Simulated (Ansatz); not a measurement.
## SnAs: zone-centre modes

Level of theory: DFT LDA, scalar-relativistic, plane waves, PAW in Ansatz 0.2.0. Cutoff 420 eV, 12×12×12 k-points (Γ-centred), Fermi-Dirac smearing of 0.15 eV. No spin polarisation. Phonons by linear response, acoustic sum rule imposed.

Equilibrium structure at this level:
```xyz
2
Lattice="0.0000 2.8359 2.8359 2.8359 0.0000 2.8359 2.8359 2.8359 0.0000" Properties=species:S:1:pos:R:3 pbc="T T T"
Sn    0.0000    0.0000    0.0000
As    2.8359    2.8359    2.8359
```

In a metal, frequencies and elastic constants depend on the k mesh and the smearing, soft modes and shear constants most.

Task: Is this structure stable against zone-centre distortions?

Result: Yes, at Γ: no optical mode is imaginary. Strains and other wave vectors aren't tested by this run.

Task: List the optical modes at Γ (i marks imaginary ones).

Result:
```
frequency (THz) degeneracy
           2.86           3
```

Cost: 1 run of about 0.81 core-minutes, on AMD EPYC (Zen 3) (shared hosts).